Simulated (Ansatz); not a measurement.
Question: Monolayer InSe (C2/m in the vacuum cell, 4 atoms; In with 3 neighbours (trigonal pyramidal), Se with 3 neighbours (trigonal pyramidal)) is relaxed with LDA in the plane-wave PAW code Ansatz. What in-plane lattice and thickness result?

Answer: a = 5.827 Å, b = 5.827 Å, γ = 140.2°; 3.35 Å between the outermost nuclei.

Band gap: 1.65 eV (indirect). Valence-band maximum: at Y. Conduction-band minimum: at Γ. Ionisation potential (Kohn–Sham): 5.60 eV. Electron affinity (Kohn–Sham): 3.95 eV. Electron effective mass, in the valley at Γ: 0.22 along x, 0.44 along y (mₑ).

The layer was cut from a bulk entry of the Materials Project (measured or hypothetical); whether that bulk phase is the ambient one, and whether the layer has been isolated, was not checked. The LDA relaxation kept the symmetry of its start; its stability against distortions is not shown here. Spin–orbit coupling is left out wherever it is not named.

Potentials: the later of the program's two PAW sets.
